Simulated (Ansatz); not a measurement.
**TaSnO₃: computed property card**

TaSnO$_{3}$:
```cif
data_O3SnTa
_chemical_formula_sum 'Sn1 Ta1 O3'
_space_group_name_H-M_alt 'P 1'
_space_group_IT_number 1
_cell_length_a 4.03960
_cell_length_b 4.03960
_cell_length_c 4.03960
_cell_angle_alpha 90.000
_cell_angle_beta 90.000
_cell_angle_gamma 90.000
loop_
_space_group_symop_operation_xyz
  'x, y, z'
loop_
_atom_site_label
_atom_site_type_symbol
_atom_site_fract_x
_atom_site_fract_y
_atom_site_fract_z
_atom_site_occupancy
Sn1 Sn 0.00000 0.00000 0.00000 1
Ta1 Ta 0.50000 0.50000 0.50000 1
O1 O 0.00000 0.50000 0.50000 1
O2 O 0.50000 0.00000 0.50000 1
O3 O 0.50000 0.50000 0.00000 1
```

Space group Pm-3m (No. 221), cubic perovskite; conventional cell a = b = c = 4.0396 Å, α = β = γ = 90.00°.

Method: r²SCAN (plane waves, PAW; program Ansatz). Structure relaxed to zero pressure with the same functional. Other levels are named where they apply.

Cell and energy:

```
Item                                                          Result
-----------------------------------------------------  -------------
Volume per atom                                             13.18 Å³
Density                                                   8.76 g/cm³
Formation energy from the elements (no fitted shifts)  -2.03 eV/atom
```

Electronic structure:

```
Property                                                                    Result
------------------------------------  --------------------------------------------
Electronic character                                             metallic (no gap)
Density of states at the Fermi level  0.52 states/eV per atom (mean over ±0.08 eV)
Gap with spin–orbit coupling                                       none (metallic)
```

Mechanics:

```
Property                              Value
----------------------------------  -------
Bulk modulus (Birch–Murnaghan fit)  206 GPa
Pressure derivative B′                  4.4
```

Charges:

```
Quantity                              Result
-------------  -----------------------------
Bader charges  Sn +1.25, Ta +2.77, O -1.34 e
```

The workflow started from an entry of the Crystallography Open Database (COD). Whether it is the stable phase at ambient conditions was not checked. The cell was relaxed with r²SCAN under the symmetry of its start; whether a distortion lowers the energy is not shown. No spin polarisation was allowed. With an odd number of electrons in the cell and no spin polarisation, the count alone makes it a metal. The references are the lowest solids computed at this level, not always the standard phases (solids in place of the gases). Spin–orbit coupling is left out wherever it is not named.

Potentials: the later of the program's two PAW sets.
